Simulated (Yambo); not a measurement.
# Bethe-Salpeter results for SnS2 monolayer

```
SnS2
1.0
    3.66511     0.00000     0.00000
   -1.83255     3.17408     0.00000
    0.00000     0.00000    15.90000
S Sn
2 1
Direct
  0.66667   0.33333   0.90668
  0.33333   0.66667   0.09332
  0.00000   0.00000   0.00000
```

The layer was cut from Materials Project entry mp-1170 and relaxed with PBE+D3(BJ) in a cell 15.9 Å high, with the Coulomb interaction truncated along z.

BSE in Yambo on PBE (stringent potentials; pw.x of Quantum ESPRESSO, ONCV potentials, without SOC) bands: 18×18×1 mesh, 5 valence and 4 conduction bands, static screening with 52 bands and a 3 Ry block, scissor 1.56 eV, Tamm-Dancoff, stochastic integration of W near q = 0; field along x.

| state | energy (eV) | states within 2 meV | relative strength | class | main transitions |
|---|---|---|---|---|---|
| 1 | 2.45 | 1 | < 0.01 | dark | VB → CB (92 %) |
| 2 | 2.50 | 2 | < 0.01 | dark | VB → CB (93 %) |
| 3 | 2.62 | 2 | < 0.01 | dark | VB−1 → CB (72 %) |
| 4 | 2.73 | 1 | < 0.01 | dark | VB−1 → CB (82 %) |
| 5 | 2.79 | 2 | 0.67 | weak | VB → CB (98 %) |
| 6 | 2.79 | 1 | < 0.01 | dark | VB → CB (98 %) |
| 7 | 2.89 | 1 | < 0.01 | dark | VB → CB (99 %) |
| 8 | 2.90 | 2 | < 0.01 | dark | VB → CB (98 %) |
| 9 | 2.94 | 2 | 1.00 | weak | VB → CB (79 %) |
| 10 | 2.94 | 1 | < 0.01 | dark | VB → CB (78 %) |

These are vertical excitations (zero momentum); the indirect quasiparticle gap, about 3.09 eV, is smaller than the direct one (3.39 eV on the GW mesh). The direct quasiparticle gap on this mesh is 3.39 eV; counted from there, state 1 is bound by 0.95 eV. Convergence with the mesh was not shown.

Spin singlets only. Strengths are relative to the strongest of the lowest states of this run; strong means a line over 3 % of the spectrum's maximum, dark under 0.03 %. Absolute energies carry the error of the G0W0 scissor, whose convergence isn't established.

Spin-orbit splittings are left out.
